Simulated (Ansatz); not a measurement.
# Notes on CsGaAu3

```
Au Cs Ga
1.0
     3.55479    2.05236    3.00827
    -3.55479    2.05236    3.00827
     0.00000   -4.10472    3.00827
Au Cs Ga
3 1 1
Direct
  0.50693 0.99874 0.50693
  0.50693 0.50693 0.99874
  0.99874 0.50693 0.50693
  0.01000 0.01000 0.01000
  0.53943 0.53943 0.53943
```

Method: PBE, no spin polarisation; PAW, plane waves to 420 eV, 7×7×7 Γ-centred mesh, fermi-dirac occupations (width 0.0387 eV) (Ansatz 0.2.0), atoms fixed.

**Question.** Which element gives electrons and which takes them?

**Answer.** Bader charges in e: Cs +0.74, Ga +0.67, Au -0.47. In the mean Cs gives up most and Au takes most.

**Question.** What happens at the Fermi level?

**Answer.** It is a metal, with about 1.3 states/eV a cell as the mean within 0.25 eV of the Fermi level, mostly Ga p (50 %), Au s (20 %) and Au d (14 %).

**Question.** What does the stress say?

**Answer.** The pressure is 5.2 GPa (compression positive), so with the atoms held at these fractions the cell would first expand; the forces are large, so a full relaxation may end otherwise. The principal stresses 3.5, 6.0, 6.0 GPa differ, so its shape would change too.

**Question.** What is the formation energy?

**Answer.** -0.02 eV an atom against the elements' usual phases (free molecules for gases, crystals otherwise, with no correction for O₂ or N₂), too near zero to call. Relaxing would lower it.

**Question.** What do density and ELF say about some of the short contacts?

**Answer.** Au–Ga at 2.34 Å: least valence density 0.57 e/Å³ and ELF 0.35 there. Cs–Au at 3.56 Å: least valence density 0.09 e/Å³ and ELF 0.06 there. Both are smooth PAW fields, read partly inside the augmentation spheres.

**Question.** Where is the largest force?

**Answer.** The largest is on Ga5: 2.60 eV/Å, components (0.00, 0.00, -2.60). It makes 120° with the line to a nearest neighbour, Au1 at 2.34 Å.

Origin: a known structure type with other elements, at an estimated volume, so it need not be a known compound. Caveats: atoms or cell far from equilibrium.
